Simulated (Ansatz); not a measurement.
PbF₂:
```
PbF2
1.0
    0.00000     2.97270     2.97270
    2.97270     0.00000     2.97270
    2.97270     2.97270     0.00000
Pb F
1 2
Direct
  0.00000   0.00000   0.00000
  0.25000   0.25000   0.25000
  0.75000   0.75000   0.75000
```

Relaxed with r²SCAN+D4. Special points in fractions of this cell's reciprocal vectors: Γ (0.000, 0.000, 0.000); X (0.500, 0.000, 0.500); U (0.625, 0.250, 0.625); K (0.375, 0.375, 0.750); L (0.500, 0.500, 0.500); W (0.500, 0.250, 0.750).

**Question.** List the band energies nearest the valence-band maximum at these points for the program Ansatz at the r²SCAN+D4 level (PAW).

**Answer.** In eV from the valence-band maximum; about four levels below and three above (degenerate sets whole), none deeper than 8.9 eV; … stands for higher levels left out; points with the same levels are listed once.

```tsv
k	below	above
Γ	-2.60 -2.60 -2.60 -2.09 -2.09 -2.09	…
X	-1.69 -1.69 -1.69 -0.14	4.93 …
U	-2.17 -1.84 -1.70 -0.03	5.82 7.09 …
L	-2.77 -2.77 -2.27 -2.27 -0.06	5.38 …
W	-2.77 -2.77 -1.75 -1.63 0.00	6.56 6.56 …
```

Space group Fm-3m (fluorite). The cell was relaxed with r²SCAN+D4 under the symmetry of its start; phonons on a q-mesh show no instability. Scalar-relativistic: spin–orbit coupling is off unless named, which matters more the heavier the elements.

Potentials: the later of the program's two PAW sets.
